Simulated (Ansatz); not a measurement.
This Sn₄F structure is the end of a relaxation. The cell was found from a structure generator's guess, not taken from experiment.

Method: DFT PBE, scalar-relativistic, plane waves, PAW (Ansatz 0.2.0). Cutoff 420 eV, Γ-centred mesh, Gaussian smearing, no spin polarisation.

```yaml
crystal:
  lattice:
    - [5.01546, 0.00000, 0.00000]
    - [0.00000, 5.01546, 0.00000]
    - [0.00000, 0.00000, 6.72588]
  atoms:
    - { symbol: Sn, position: [0.00000, 0.50000, 0.00000] }
    - { symbol: Sn, position: [0.50000, 0.00000, 0.00000] }
    - { symbol: Sn, position: [0.00000, 0.00000, 0.27303] }
    - { symbol: Sn, position: [0.00000, 0.00000, 0.72697] }
    - { symbol: F, position: [0.50000, 0.50000, 0.00000] }
```

The zero of energy is the elements' standard structures at the same level (F₂ as a molecule); no fitted shifts are applied. The references include grey tin.

Task: Find its symmetry and describe it.

Result: P4/mmm (No. 123). Conventional cell: a = 5.015 Å, c = 6.726 Å. Sn on a site of symmetry mmm is surrounded by 2 F at 2.51 Å, 4 Sn at 3.11 Å and 4 Sn at 3.55 Å; around Sn on a site of symmetry 4mm lie 5 Sn at 3.05–3.11 Å, 1 Sn at 3.67 Å and 4 F at 3.99 Å; around F lie 4 Sn at 2.51 Å and 8 Sn at 3.99 Å.

Task: How far does it lie from the elements in energy?

Result: −0.41 eV/atom.

Task: Is it a metal?

Result: Yes, bands cross the Fermi level on the 8×8×6 mesh.

The last run used an 8×8×6 mesh (in the run's order of axes) for its 5-atom cell and Gaussian smearing of 0.10 eV. The cell is a metal run without spin; a magnetic state may lie lower. A later test with randomly moved atoms ended 3 meV/atom lower on a coarse mesh, in C2/m at a loose tolerance, which is no clear verdict on its stability. Another cell of Sn4F relaxed alike, in P2_1/c, lies 58 meV/atom lower, so this cell isn't the stable form at this level.
